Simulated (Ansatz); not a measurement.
Two-dimensional strain map in YS

These are results of Ansatz 0.2.0, DFT PBEsol, scalar-relativistic, plane waves, PAW, not measurements. Cutoff 420 eV, Γ-centred 16×16×16 k-points, Gaussian smearing of 0.15 eV. No spin polarisation. Energies are free energies at this smearing, counted from the undisturbed cell; pressure is positive in compression.

Reference structure (as given, not relaxed at this level; it stands at -1.5 GPa, and it needn't be the usual structure):

```
CELL_PARAMETERS angstrom
0.00000 2.74365 2.74365
2.74365 0.00000 2.74365
2.74365 2.74365 0.00000
ATOMIC_POSITIONS crystal
Y 0.50000 0.50000 0.50000
S 0.00000 0.00000 0.00000
```

The cell is strained by p along both x and y and by q along z, fractional coordinates fixed. Points are written (p, q).

Energy above the undisturbed cell in meV/atom (a dash: not computed):

```csv
p \ q,-0.080,-0.040,0.000,0.040,0.080
-0.080,433.4,311.8,271.1,279.7,314.0
-0.040,193.6,80.6,?,67.6,114.2
0.000,124.9,21.6,0.0,29.0,87.2
0.040,166.8,73.6,63.1,?,?
0.080,272.6,192.9,?,245.8,325.4
```

**Question.** Fill in the withheld energies.

**Answer.** (-0.040, 0.000): 48.8; (0.040, 0.040): 102.9; (0.040, 0.080): 171.9; (0.080, 0.000): 194.3.